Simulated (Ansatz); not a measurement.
The relaxed structure here is a generated cell of WC: the first start was made by placing the elements on the sites of a structure type, and the end was not matched to a known phase here, so it may be hypothetical. Known forms of WC include space group No. 187.

One starting cell of WC (a generated cell, WC built in the CrB structure type) was relaxed twice with Ansatz (plane waves, PAW, scalar-relativistic): with r2SCAN at 500 eV and with PBE at 420 eV. The r2SCAN result:

```xyz
4
Lattice="1.4059 -3.8694 0.0000 1.4059 3.8694 0.0000 0.0000 0.0000 3.8341" Properties=species:S:1:pos:R:3 pbc="T T T"
C      1.4059    -0.8019     0.9585
C      1.4059     0.8019     2.8756
W      1.4059    -2.9850     0.9585
W      1.4059     2.9850     2.8756
```

| quantity | r2SCAN | PBE |
|---|---|---|
| space group | Cmcm | Cmcm |
| volume (Å³/atom) | 10.43 | 10.48 |
| a (Å) | 2.812 | 2.818 |
| b (Å) | 7.739 | 7.757 |
| c (Å) | 3.834 | 3.837 |
| gap (eV, no spin-orbit coupling) | 0.00 | 0.00 |

Both levels end in the same structure; PBE's volume is 0.5 % larger. Neither column is exact.

No spin polarisation in the result.

The run could not lose the symmetry of its start: the end is stationary, and may be a saddle point rather than a minimum.

Ansatz is a program for electronic structure.
